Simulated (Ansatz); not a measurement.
Data:

ReW:
Space group Pm-3m (No. 221); a = 3.147 Å, b = 3.147 Å, c = 3.147 Å, α = 90.00°, β = 90.00°, γ = 90.00°

```csv
atom,site,symmetry,x,y,z
W,1a,m-3m,0.0000,0.0000,0.0000
Re,1b,m-3m,0.5000,0.5000,0.5000
```

This is the PBE-relaxed structure.

### Question
All from the program Ansatz at the PBE level (PAW), unless another level is named. Give the formation energy from the elements (no fitted shifts).

### Answer
0.093 eV/atom.

### Question
Give the density of states at the Fermi level.

### Answer
0.89 states/eV per atom (mean over ±0.08 eV).

### Question
And the gap with spin–orbit coupling?

### Answer
none (metallic).

A made-up cell: these elements were put on the sites of a structure type; neither database checked (COD, Materials Project) lists it. Whether it is the stable phase at ambient conditions was not checked. The PBE relaxation kept the symmetry of its start; its stability against distortions is not shown here. The run is not spin-polarised. The references are the lowest solids computed at this level, not always the standard phases. Scalar-relativistic: spin–orbit coupling is off unless named, which matters more the heavier the elements.

Potentials: the earlier of the program's two PAW sets.
